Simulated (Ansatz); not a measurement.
# TeAs$_{2}$: how the energy converges with the cutoff

TeAs$_{2}$, P1, a = 5.839 Å, b = 5.945 Å, c = 5.800 Å, α, β, γ = 105.8°, 103.7°, 119.4°. Ansatz: PBEsol, PAW, cutoff varied, Γ-centred 6×6×6 mesh on 6 atoms, Gaussian smearing 0.10 eV; no spin polarisation. Single points at one geometry with displaced atoms, the cutoff alone changed; ΔE is the energy at zero smearing over the run at 600 eV. The runs up to 350 eV lie under the cutoff recommended for these PAW datasets.

```
cutoff (eV)  ΔE (meV/atom)
        200        5593.35
        250         730.58
        300          59.78
        350           4.10
        420              ?
```

Question: Assume ΔE falls exponentially with the cutoff, fit y = ln ΔE against x, the cutoff in eV, to the other rows, and predict the missing value.

Answer: y = 8.629, 6.594, 4.091, 1.411. Means x = 275.0, y = 5.1813; Σ(Δx)² = 12500, ΣΔxΔy = -603.9; the slope is their ratio. y = 18.47 − 0.04831 x, a factor of ten per 48 eV. At 420 eV this gives ΔE = 0.16 meV/atom. The run gave 0.98, a ratio of 0.16. Between neighbouring rows the decay runs from a factor of ten per 43 eV to one per 113 eV, so one exponential is only a rough guide. The fast fall gives way to a slow tail, so a fit to low cutoffs promises convergence too early.

Cost: 6 runs of about 5.2 core-minutes in all, on Oxide Virtual Turin-like Processor (Zen 5) (shared hosts).